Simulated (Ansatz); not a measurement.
GaAs:
```cif
data_As6Ga6
_chemical_formula_sum 'Ga6 As6'
_space_group_name_H-M_alt 'P 1'
_space_group_IT_number 1
_cell_length_a 6.98645
_cell_length_b 6.98645
_cell_length_c 6.98645
_cell_angle_alpha 90.000
_cell_angle_beta 90.000
_cell_angle_gamma 90.000
loop_
_space_group_symop_operation_xyz
  'x, y, z'
loop_
_atom_site_label
_atom_site_type_symbol
_atom_site_fract_x
_atom_site_fract_y
_atom_site_fract_z
_atom_site_occupancy
Ga1 Ga 0.25000 0.00000 0.50000 1
Ga2 Ga 0.50000 0.25000 0.00000 1
Ga3 Ga 0.50000 0.75000 0.00000 1
Ga4 Ga 0.75000 0.00000 0.50000 1
Ga5 Ga 0.00000 0.50000 0.75000 1
Ga6 Ga 0.00000 0.50000 0.25000 1
As1 As 0.25000 0.50000 0.00000 1
As2 As 0.00000 0.25000 0.50000 1
As3 As 0.00000 0.75000 0.50000 1
As4 As 0.75000 0.50000 0.00000 1
As5 As 0.50000 0.00000 0.75000 1
As6 As 0.50000 0.00000 0.25000 1
```

Relaxed with r²SCAN. r²SCAN (plane waves, PAW; program Ansatz) gives a gap of 0.79 eV.

Problem. What gap does HSE06 give on the same cell (Ansatz, PAW)?

Solution. 1.20 eV, 0.41 eV more. The hybrid was solved on a coarser mesh and at special points; the gap given is the minimum over both.

```
k  v1 r²SCAN  c1 r²SCAN  v1 HSE06  c1 HSE06
-  ---------  ---------  --------  --------
Γ       0.00       0.79      0.00      1.20
R      -1.70       3.17         …         …
M      -0.41       1.94         …         …
X      -0.36       1.02         …         …
```

Problem. Top valence (v1) and lowest conduction level (c1) in eV from each method's valence maximum (which need not be a listed point): supply the withheld HSE06 values.

Solution. 
- X, v1 HSE06: -0.37
- X, c1 HSE06: 1.42
- R, v1 HSE06: -1.74
- R, c1 HSE06: 3.63
- M, v1 HSE06: -0.43
- M, c1 HSE06: 2.39

Cost on shared cores: the r²SCAN run (SCF on a 4×4×4 mesh, then bands and DOS) roughly 9 core-minutes, the HSE06 run (SCF on 3×3×3, then a few points) roughly 13 core-minutes; the tasks are unlike.

Space group Pm-3n. The start of the workflow was typed in or built on a structure type; neither database checked (COD, Materials Project) lists it. It is not the phase usual at ambient conditions (space group No. 216). The cell was relaxed with r²SCAN under the symmetry of its start; whether a distortion lowers the energy is not shown. The volume moved by 22 % from the start of the relaxation. Scalar-relativistic: spin–orbit coupling is off unless named, which matters more the heavier the elements.

Potentials: the earlier of the program's two PAW sets.
